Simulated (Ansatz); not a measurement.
Polymorphs of BeTe, each relaxed with plane-wave PAW PBEsol (Ansatz code):

A: rock salt (Fm-3m)
a = b = c = 5.302 Å, α = β = γ = 90.00°

```
atom  site  symmetry       x       y       z
----  ----  --------  ------  ------  ------
Be      4a      m-3m  0.0000  0.0000  0.0000
Te      4b      m-3m  0.5000  0.5000  0.5000
```

B: NiAs type (P6_3/mmc)
a = b = 3.8013 Å, c = 5.9775 Å, α = β = 90.00°, γ = 120.00°

```tsv
atom	site	symmetry	x	y	z
Be	2a	-3m.	0.0000	0.0000	0.0000
Te	2c	-6m2	0.3333	0.6667	0.2500
```

C: zinc blende (F-43m)
a = 5.6048 Å, b = 5.6048 Å, c = 5.6048 Å, α = 90.00°, β = 90.00°, γ = 90.00°

```
atom  site  symmetry       x       y       z
----  ----  --------  ------  ------  ------
Be      4a      -43m  0.0000  0.0000  0.0000
Te      4d      -43m  0.7500  0.7500  0.7500
```

Question: Put the candidates in order of energy per atom at 0 K, lowest first, for PBEsol.

Answer: C (+0 meV/atom), B (+429 meV/atom), A (+448 meV/atom)

Question: Give each one's gap.

Answer: A no gap; B no gap; C 1.84 eV.

Typed or built starts, not in the databases checked: A. Not the usual ambient phase: B. Unstable at this level: A; B. All cells were relaxed under the symmetry of their starts (and spin orders); stability against distortions was not tested throughout. Scalar-relativistic: spin–orbit coupling is off unless named, which matters more the heavier the elements.

Energies hold the estimated change up to a 700 eV cutoff; steps of a few meV lie near the error of the meshes.

Potentials: the earlier of the program's two PAW sets. The files were generated under PBE; for other functionals the program regenerates the frozen cores, and for LDA and PBEsol the local potential too.
